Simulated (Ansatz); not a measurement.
TiNi3:
```xyz
8
Lattice="5.0547 0.0000 0.0000 -2.5274 4.3775 0.0000 0.0000 0.0000 4.1232" Properties=species:S:1:pos:R:3 pbc="T T T"
Ni     2.5274     2.9616     1.0308
Ni    -1.3011     3.6695     3.0924
Ni     1.2263     0.7080     1.0308
Ni     0.0000     1.4160     3.0924
Ni     3.8285     0.7080     1.0308
Ni     1.3011     3.6695     3.0924
Ti     0.0000     2.9183     1.0308
Ti     2.5274     1.4592     3.0924
```

Relaxed with r²SCAN.

Map the electron localisation function on the plane through (0.838, 0.677, 0.250) spanned by u = [1, 1, 0] and v = [1, -1, 0] in lattice vectors, from plane-wave PAW r²SCAN (Ansatz code).

x is the fraction of u, y of v (the angle between them is 90°; rows are the nearest grid lines); atoms in the plane: Ni at (0.00, 0.00), Ni at (0.50, 0.50), Ni at (0.49, 0.00), Ni at (0.99, 0.50), Ni at (0.24, 0.76), Ni at (0.74, 0.26), Ti at (0.24, 0.25), Ti at (0.74, 0.75).
```
|99620111016999720012002699|
|54210121012455210122101245|
|11000122100111111122111111|
|11111101111111110000001111|
|22101122101121002566530012|
|11125999621110047766774001|
|11126999721110057655675101|
|11001343100110025777762001|
|22210000012222100011000122|
|00012232210000111122111100|
|11001232100111111122111111|
|98310121013799731011012799|
|97310121013799731011012799|
|11111222111111100122100111|
|01111111111110011222211000|
|21000121000122210000001222|
|10046777641011111477421111|
|00267655763001113899841110|
|00267666762001112688621110|
|20003555310022100011000122|
|11110000011111122111122111|
|11111222111111000123100011|
|54210121012455210122100245|
|99620111016999720012002699|
```
Scale: ten equal steps from 0.096 (start of '0') to 0.989 (end of '9'), in the order '0123456789'; x runs from 0.000 to 1.00, y from 0.000 (bottom) to 1.00 (top).

The density is the valence pseudo-density with augmentation charge, so density and ELF within about 1 Å of a nucleus are not all-electron values.

Space group P6_3/mmc. The start of the workflow was typed in or built on a structure type; the Crystallography Open Database files this formula in space group No. 194, but the cells were not matched. Whether it is the stable phase at ambient conditions was not checked. The cell was relaxed with r²SCAN under the symmetry of its start; whether a distortion lowers the energy is not shown. The workflow began spin-polarised and lost its moments.

Potentials: the earlier of the program's two PAW sets. The files were generated under PBE; for other functionals the program regenerates the frozen cores, and for LDA and PBEsol the local potential too.
